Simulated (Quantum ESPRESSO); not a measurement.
# Band energies of Rb₂KScF₆

```
Rb2KScF6
1.0
    0.00000     4.59944     4.59944
    4.59944     0.00000     4.59944
    4.59944     4.59944     0.00000
F K Sc Rb
6 1 1 2
Direct
  0.77859   0.22141   0.22141
  0.22141   0.77859   0.77859
  0.22141   0.77859   0.22141
  0.77859   0.22141   0.77859
  0.22141   0.22141   0.77859
  0.77859   0.77859   0.22141
  0.50000   0.50000   0.50000
  0.00000   0.00000   0.00000
  0.75000   0.75000   0.75000
  0.25000   0.25000   0.25000
```

LDA (Quantum ESPRESSO, PseudoDojo norm-conserving, 84 Ry, no spin-orbit coupling); path ΓXWKΓLUWLK,UX; energies in eV from the valence-band maximum.

```
k (1/Å)  point  band 36  band 37  band 38  band 39  band 40  band 41  band 42  band 43
-------  -----  -------  -------  -------  -------  -------  -------  -------  -------
0.00         Γ    -0.23    -0.23     0.00     0.00     0.00     6.00     7.02     7.02
0.23              -0.25    -0.25    -0.05    -0.05     0.00     6.36     7.03     7.06
0.46              -0.28    -0.28    -0.16    -0.16    -0.01     7.05     7.13     7.13
0.68         X    -0.29    -0.29    -0.23    -0.23    -0.01     7.06     7.16     7.16
0.68         W    -0.37    -0.37    -0.24    -0.10    -0.10     7.12     7.12     7.16
0.92         K    -0.41    -0.34    -0.19    -0.18    -0.05     7.09     7.15     7.15
1.11              -0.37    -0.34    -0.13    -0.11    -0.09     7.11     7.12     7.12
1.29              -0.34    -0.28    -0.08    -0.07    -0.05     6.84     7.08     7.08
1.47              -0.27    -0.25    -0.03    -0.02    -0.01     6.23     7.04     7.04
1.65         Γ    -0.23    -0.23     0.00     0.00     0.00     6.00     7.02     7.02
1.85              -0.27    -0.27    -0.03    -0.03    -0.02     6.28     7.05     7.05
2.04              -0.33    -0.33    -0.08    -0.08    -0.06     6.98     7.09     7.09
2.24         L    -0.36    -0.36    -0.11    -0.11    -0.08     7.11     7.11     7.11
2.45              -0.38    -0.36    -0.14    -0.12    -0.08     7.11     7.12     7.13
2.66         U    -0.41    -0.34    -0.19    -0.18    -0.05     7.09     7.15     7.15
2.66         W    -0.37    -0.37    -0.24    -0.10    -0.10     7.12     7.12     7.16
2.78              -0.37    -0.37    -0.21    -0.10    -0.10     7.11     7.11     7.15
2.90              -0.37    -0.36    -0.16    -0.10    -0.09     7.11     7.11     7.14
3.02              -0.37    -0.36    -0.12    -0.11    -0.08     7.11     7.11     7.12
3.14         L    -0.36    -0.36    -0.11    -0.11    -0.08     7.11     7.11     7.11
3.28              -0.37    -0.36    -0.12    -0.11    -0.08     7.11     7.12     7.12
3.42              -0.38    -0.36    -0.16    -0.14    -0.07     7.10     7.13     7.13
3.56         K    -0.41    -0.34    -0.19    -0.18    -0.05     7.09     7.15     7.15
3.56         U    -0.41    -0.34    -0.19    -0.18    -0.05     7.09     7.15     7.15
3.68              -0.33    -0.31    -0.22    -0.22    -0.02     7.07     7.16     7.16
3.80         X    -0.29    -0.29    -0.23    -0.23    -0.01     7.06     7.16     7.16
```

The LDA gap is direct, 6.00 eV at Γ. Another valence extremum on the path lies within 0.02 eV, too close to call.

Geometry of the Materials Project entry, not relaxed at this level.

The structure is a Materials Project entry; no match was found in the copy of COD used, and its stability was not checked.
